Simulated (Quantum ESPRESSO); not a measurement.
pw.x input (Quantum ESPRESSO 7.5; LDA, PseudoDojo standard norm-conserving files, scalar-relativistic):

```
&CONTROL
  calculation = 'scf'
  pseudo_dir = './pseudo'
  outdir = './out'
  tprnfor = .true.
  tstress = .true.
/
&SYSTEM
  ibrav = 0
  nat = 10
  ntyp = 4
  ecutwfc = 84.0
  ecutrho = 336.0
  occupations = 'smearing'
  smearing = 'fd'
  degauss = 0.002
  nbnd = 38
/
&ELECTRONS
  conv_thr = 1e-09
/
ATOMIC_SPECIES
B 10.8100 B.upf
O 15.9990 O.upf
Ti 47.8670 Ti.upf
Ba 137.3270 Ba.upf
CELL_PARAMETERS angstrom
  2.537144990000   1.464821343000   5.606087000000
 -2.537144990000   1.464821343000   5.606087000000
  0.000000000000  -2.929642686000   5.606087000000
ATOMIC_POSITIONS crystal
B   0.232760000000   0.232760000000   0.232760000000
B   0.767240000000   0.767240000000   0.767240000000
O   0.340640000000   0.439830000000   0.927020000000
O   0.659360000000   0.560170000000   0.072980000000
O   0.927020000000   0.340640000000   0.439830000000
O   0.072980000000   0.659360000000   0.560170000000
O   0.439830000000   0.927020000000   0.340640000000
O   0.560170000000   0.072980000000   0.659360000000
Ti   0.500000000000   0.500000000000   0.500000000000
Ba   0.000000000000   0.000000000000   0.000000000000
K_POINTS automatic
6 6 6 0 0 0
```

End of the output:

```

[...]
     the Fermi energy is     7.2518 ev
!    total energy              =    -385.92860983 Ry
     estimated scf accuracy    <          6.8E-10 Ry
     smearing contrib. (-TS)   =       0.00000000 Ry
     internal energy E=F+TS    =    -385.92860983 Ry
     The total energy is F=E-TS. E is the sum of the following terms:
     one-electron contribution =    -162.24361312 Ry
     hartree contribution      =     113.31190054 Ry
     xc contribution           =     -84.83740533 Ry
     ewald contribution        =    -252.15949193 Ry
     convergence has been achieved in  13 iterations
     Forces acting on atoms (cartesian axes, Ry/au):
     atom    1 type  1   force =     0.00000000    0.00000000    0.00259096
     atom    2 type  1   force =     0.00000000    0.00000000   -0.00259096
     atom    3 type  2   force =     0.00290932   -0.00437834   -0.00981731
     atom    4 type  2   force =    -0.00290932    0.00437834    0.00981731
     atom    5 type  2   force =     0.00233709    0.00470872   -0.00981731
     atom    6 type  2   force =    -0.00233709   -0.00470872    0.00981731
     atom    7 type  2   force =    -0.00524642   -0.00033038   -0.00981731
     atom    8 type  2   force =     0.00524642    0.00033038    0.00981731
     atom    9 type  3   force =     0.00000000   -0.00000000    0.00000000
     atom   10 type  4   force =    -0.00000000   -0.00000000   -0.00000000
     Total force =     0.027523     Total SCF correction =     0.000054
     Computing stress (Cartesian axis) and pressure
          total   stress  (Ry/bohr**3)                   (kbar)     P=      -97.21
  -0.00072644  -0.00000000   0.00000000         -106.86       -0.00        0.00
   0.00000000  -0.00072644   0.00000000            0.00     -106.86        0.00
   0.00000000   0.00000000  -0.00052949            0.00        0.00      -77.89
```
In a gapped system the printed Fermi energy is only some level inside the gap.

Geometry of the Materials Project entry, not relaxed at this level.
